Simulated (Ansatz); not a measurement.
The relaxed structure here is a generated cell of VSb: the first start was made by a random draw of sites in a space group, and the end was not matched to a known phase here, so it may be hypothetical.

A relaxed cell of VSb (P6/mmm (No. 191)), relaxed on a k-mesh at least as fine as the one used below. Calculation: PBE (plane waves to 420 eV, PAW, scalar-relativistic; Ansatz, a program for electronic structure). Γ-centred k-mesh 8×4×6 on the run's cell (coarser than for final values), Fermi–Dirac smearing 0.05 eV.

```
CELL_PARAMETERS angstrom
      4.56461     0.00000     0.00000
     -4.56461     7.90614     0.00000
      0.00000     0.00000     5.87416
ATOMIC_POSITIONS crystal
  Sb 0.00000 0.00000 0.00000
  Sb 0.00000 0.50000 0.00000
  Sb 0.00000 0.00000 0.50000
  Sb 0.00000 0.50000 0.50000
  V  0.33333 0.33333 0.50000
  V  0.33333 0.83333 0.50000
  V  0.66667 0.16667 0.50000
  V  0.66667 0.66667 0.50000
```

The atoms are displaced by (Å):

```json
[
 {"atom": "Sb1", "ux": "0.000", "uy": "0.009", "uz": "0.039"},
 {"atom": "Sb2", "ux": "-0.119", "uy": "0.042", "uz": "0.027"},
 {"atom": "Sb3", "ux": "-0.029", "uy": "0.086", "uz": "0.010"},
 {"atom": "Sb4", "ux": "0.090", "uy": "0.092", "uz": "0.012"},
 {"atom": "V5", "ux": "0.019", "uy": "-0.060", "uz": "0.042"},
 {"atom": "V6", "ux": "0.008", "uy": "-0.033", "uz": "0.060"},
 {"atom": "V7", "ux": "-0.046", "uy": "0.075", "uz": "0.034"},
 {"atom": "V8", "ux": "0.024", "uy": "0.041", "uz": "0.030"}
]
```

What forces (eV/Å) and pressure result?


```tsv
atom	Fx	Fy	Fz
Sb1	0.07	-0.05	-0.25
Sb2	-0.33	-0.02	-0.20
Sb3	0.04	-1.61	0.14
Sb4	-0.79	-1.41	0.05
V5	0.45	1.70	0.05
V6	-0.35	1.21	0.10
V7	0.21	-0.15	0.07
V8	0.71	0.33	0.04
```

Pressure +0.4 GPa.

The undisplaced cell is probably no minimum: from this displacement the run went on to P6/mmm (No. 191), 0.84 eV/atom below it.

No spin polarisation in the result: the starting moments vanished.
